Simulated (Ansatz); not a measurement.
**LiMg (R-3m), clamped-ion strain scan**

Level of theory: DFT LDA, scalar-relativistic, plane waves, PAW in Ansatz 0.2.0. The runs took a 420 eV cutoff, a Γ-centred 18×18×18 mesh and Gaussian smearing (0.15 eV). No spin polarisation. Energies are free energies at this smearing, counted from the undisturbed cell; pressure is positive in compression.

Reference structure (as given, not relaxed at this level; it stands at -1.4 GPa, and it needn't be the usual structure):

```yaml
crystal:
  lattice:
    - [1.54575, 0.89244, 5.08105]
    - [-1.54575, 0.89244, 5.08105]
    - [0.00000, -1.78488, 5.08105]
  atoms:
    - { symbol: Li, position: [0.00000, 0.00000, 0.00000] }
    - { symbol: Mg, position: [0.50000, 0.50000, 0.50000] }
```

The cell is strained by ε times the Voigt pattern (0, 0, 1, 0, 0, 0) (xx, yy, zz, yz, xz, xy; engineering shear) with fractional coordinates fixed. The cell is metallic on the mesh throughout.

**Question.** Over the sampled range (-0.1000 to 0.1000), is the undisturbed cell the lowest point?

**Answer.** No: the energy is lower at ε = -0.0250, -3.8 in ΔE (meV/atom).

**Question.** Which end lies higher in energy, -0.1000 or +0.1000?

**Answer.** +0.1000: 53.1 against 13.6.

The scan:

| ε | ΔE (meV/atom) |
| --- | --- |
| -0.1000 | 13.6 |
| -0.0750 | 2.6 |
| -0.0500 | -3.0 |
| -0.0250 | -3.8 |
| 0.0000 | 0.0 |
| 0.0250 | 8.0 |
| 0.0500 | 19.9 |
| 0.0750 | 35.0 |
| 0.1000 | 53.1 |